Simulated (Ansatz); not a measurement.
Li (space group R-3m)

```xyz
6
Lattice="2.9880 1.7251 14.7078 0.0000 1.7251 14.7078 0.0000 -1.7251 7.3539" Properties=species:S:1:pos:R:3 pbc="T T T"
Li     2.9880     1.7251    31.8665
Li     1.4940     0.8626    24.5127
Li     0.0000     0.0000     4.9029
Li     1.4940     0.8626    12.2568
Li     0.0000     0.0000     0.0000
Li     1.4940     2.5877    22.0617
```

A phonon eigenvector at F = (0.5, 0.5, 0.0) is frozen into this cell: atom i moves by Q times the vector below, so Q is the largest atomic displacement, in Å. The cell is held. (q is in reciprocal vectors of the primitive cell; the cell shown is doubled to hold the pattern.)

```csv
atom,x,y,z
Li1,0.000,0.180,0.384
Li2,0.000,-0.180,-0.384
Li3,0.000,0.180,0.384
Li4,0.000,-0.180,-0.384
Li5,0.000,0.943,0.332
Li6,0.000,-0.943,-0.332
```

Calculation: LDA (plane waves to 420 eV, PAW, scalar-relativistic; Ansatz, a quantum-chemistry and plane-wave program). k mesh 18×18×18 (Γ-centred), Fermi-Dirac smearing 0.05 eV. Energies are smeared free energies. With partly filled bands, energies and forces of such displacements shift with the k mesh and the smearing. Li was relaxed with its symmetry unable to fall. This is one of several known forms of Li; the measured ambient cells at hand have space group No. 229. ΔE is measured from the undisplaced structure.

```tsv
Q (Å)	ΔE (eV/cell)
-0.100	0.0411
-0.067	0.0182
-0.033	0.0045
0.000	0.0000
0.033	0.0045
0.067	0.0182
0.100	0.0411
```

**Question.** Which DFPT wavenumber at F = (0.5, 0.5, 0.0) belongs to this mode?
(A) 207 cm⁻¹
(B) 151 cm⁻¹
(C) 344 cm⁻¹
(D) 285 cm⁻¹

**Answer.** C, 344 cm⁻¹. The curvature of the scan gives 343 cm⁻¹

(For displaced atoms, the force is minus the slope of the energy, and its curvature is a force constant, which sets phonon frequencies.)
